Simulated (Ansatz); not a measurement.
**ZnCdO₂, first-principles data**

ZnCdO$_{2}$:
```cif
data_CdO2Zn
_chemical_formula_sum 'Zn1 Cd1 O2'
_space_group_name_H-M_alt 'P 1'
_space_group_IT_number 1
_cell_length_a 3.36960
_cell_length_b 3.36960
_cell_length_c 5.61423
_cell_angle_alpha 90.000
_cell_angle_beta 90.000
_cell_angle_gamma 120.000
loop_
_space_group_symop_operation_xyz
  'x, y, z'
loop_
_atom_site_label
_atom_site_type_symbol
_atom_site_fract_x
_atom_site_fract_y
_atom_site_fract_z
_atom_site_occupancy
Zn1 Zn 0.00000 0.00000 0.99686 1
Cd1 Cd 0.66667 0.33333 0.48844 1
O1 O 0.66667 0.33333 0.09858 1
O2 O 0.00000 0.00000 0.65213 1
```

Space group P3m1 (No. 156); conventional cell a = b = 3.370 Å, c = 5.614 Å, α = β = 90.00°, γ = 120.00°.

Method: plane-wave PAW PBEsol (Ansatz code). Structure relaxed to zero pressure with the same functional. Other levels are named where they apply.

### Cell and energy

```json
{
 "volume_per_atom": "13.80 Å³",
 "density": "6.31 g/cm³",
 "Formation energy from the elements (no fitted shifts)": "-1.16 eV/atom"
}
```

### Electronic structure

```json
{
 "electronic_character": "no gap, with almost no states at the Fermi level (zero-gap or semimetallic)",
 "Density of states at the Fermi level": "0.01 states/eV per atom (mean over ±0.08 eV)",
 "HSE06 gap on the PBEsol cell": "1.49 eV (a hybrid on a coarse mesh can open a false gap in a semimetal)",
 "Gap with spin–orbit coupling": "none (metallic)"
}
```

### Mechanics

```json
{
 "Bulk modulus (Birch–Murnaghan fit)": "115 GPa",
 "Pressure derivative B′": "4.1"
}
```

### Phonons

```json
{
 "highest_zone_centre_frequency": "533 cm⁻¹",
 "zone_centre_stability": "no imaginary mode at Γ"
}
```

The first step of the workflow began from a Materials Project structure, measured or hypothetical; the Crystallography Open Database copy checked does not list it. Whether it is the stable phase at ambient conditions was not checked. The PBEsol relaxation kept the symmetry of its start. As this level gives no gap, phonon frequencies hold no LO–TO term and depend on the k-mesh and smearing (Fermi–Dirac, 0.1 eV here). The references are the lowest solids computed at this level, not always the standard phases (solids in place of the gases). Scalar-relativistic: spin–orbit coupling is off unless named, which matters more the heavier the elements.

Potentials: the later of the program's two PAW sets.
